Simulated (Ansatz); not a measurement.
CuI (zinc blende), relaxed with LDA (Ansatz, a quantum-chemistry and plane-wave program, plane waves, PAW): a = b = c = 5.8620 Å, α = β = γ = 90.00°.

| Property | Result |
|---|---|
| gap (eV) | 1.22 |
| ΔH_f (eV/atom) | -0.11 |
| B₀ by P(V) fit (GPa) | 56.7 |
| K_Hill (GPa) | 56.7 |
| G_Hill (GPa) | 18.6 |
| ε∞ | 6.83 |
| ε0 | 7.71 |
| highest Γ mode, no LO–TO term (cm⁻¹) | 156 |
| electron conductivity mass (mₑ) | 0.14 |
| Θ_D (K) | 197 |

Problem. The same phase is relaxed and computed with r²SCAN in the same code. What are the cell and these values now?

Solution. a = b = c = 6.0229 Å, α = β = γ = 90.00°.

- gap (eV): 1.67
- ΔH_f (eV/atom): -0.19
- B₀ by P(V) fit (GPa): 43.8
- K_Hill (GPa): 43.8
- G_Hill (GPa): 15.8
- ε∞: 5.70
- ε0: 7.05
- highest Γ mode, no LO–TO term (cm⁻¹): 130
- electron conductivity mass (mₑ): 0.18
- Θ_D (K): 183

All cells were relaxed under the symmetry of their starts (and spin orders); stability against distortions was not tested throughout. Rows with no word on spin ran without spin polarisation. Scalar-relativistic: spin–orbit coupling is off unless named, which matters more the heavier the elements.

Potentials: the later of the program's two PAW sets.

Ansatz is a plane-wave DFT program.

Formation energies count from the lowest solids of the elements computed at the same level, not from gases.
